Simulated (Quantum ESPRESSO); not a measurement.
## Mo4O2S6 (convergence and cost over cutoff and k mesh)

A calculation, not a measurement. The program is pw.x of Quantum ESPRESSO 7.5 (plane-wave density functional theory). The cell is made up: 12 atoms on a layered 2H lattice, with randomly drawn elements, strain and displacements, not relaxed. PseudoDojo standard norm-conserving files (v0.5 for PBE, v0.4.1 for LDA and PBEsol) set the functional; there is no spin polarisation, spin-orbit coupling or dispersion term, and the masses in the input are unused placeholders.

Input of the run in row 4:

```
&control calculation='scf', pseudo_dir='./dojo.nc.sr.pbe.v0_5.standard.upf', outdir='./o', disk_io='medium', tprnfor=.true., tstress=.true. /
&system ibrav=0, nat=12, ntyp=3, nbnd=58, ecutwfc=84.00895049, nosym=.true., tot_charge=0,
 occupations='smearing', smearing='fd', degauss=0.0018374661
/
&electrons conv_thr=7.350e-09, electron_maxstep=60, /
ATOMIC_SPECIES
Mo 1.0 Mo.upf
O 1.0 O.upf
S 1.0 S.upf
CELL_PARAMETERS angstrom
3.1862 -0.0097 -0.0159
-0.0168 5.438 -0.0071
-0.0629 -0.0163 12.8555
ATOMIC_POSITIONS angstrom
Mo -0.0458 1.8121 3.2074
Mo 1.5301 0.8819 9.5886
Mo 1.6066 4.5068 3.17
Mo -0.0892 3.6149 9.6126
O -0.0106 1.7883 8.0508
S -0.0783 1.8186 11.2709
S 1.5545 0.8991 1.5692
S 1.5264 0.9159 4.7812
S 1.5795 4.4819 8.0426
S 1.4983 4.56 11.2879
O -0.0704 3.6478 1.5597
S 0.0039 3.6475 4.7615
K_POINTS automatic
7 4 2 1 1 1
```

The same cell was run at these settings. Meshes are shifted by half a step, and differences are from the last row, which is itself not exact.

| cutoff (eV) | k mesh | k points solved | threshold (eV) | free energy less the last row's (eV) | pressure (GPa) | largest stress difference (GPa) | largest force difference (eV/Å) | iterations | wall time (s) | k-point pools | processor |
| --- | --- | --- | --- | --- | --- | --- | --- | --- | --- | --- | --- |
| 800 | 2 x 2 x 2 | 4 | 1e-04 | -0.319 | -16.37 | 6.16 | 0.467 | 16 | 166 | 1 | AMD EPYC, Zen 5 class |
| 1143 | 2 x 2 x 2 | 4 | 1e-07 | -1.007 | -12.68 | 2.48 | 0.470 | 23 | 314 | 1 | AMD EPYC, Zen 5 class |
| 592 | 7 x 4 x 2 | 28 | 1e-07 | 8.065 | -34.69 | 22.87 | 0.112 | 22 | 539 | 1 | AMD EPYC, Zen 5 class |
| 1143 | 7 x 4 x 2 | 28 | 1e-07 | 0.002 | -11.90 | 0.01 | 0.002 | 21 | 1739 | 1 | AMD EPYC, Zen 5 class |
| 1437 | 9 x 6 x 4 | 108 | 1e-07 | 0.000 | -11.90 | 0.00 | 0.000 | 22 | 2210 | 4 | Intel Xeon, older |

Each pool is one process. Wall times include start-up and a band step at six k points, which weighs most on the coarsest meshes. The runs were on shared virtual cores whose load varied, so times are rough.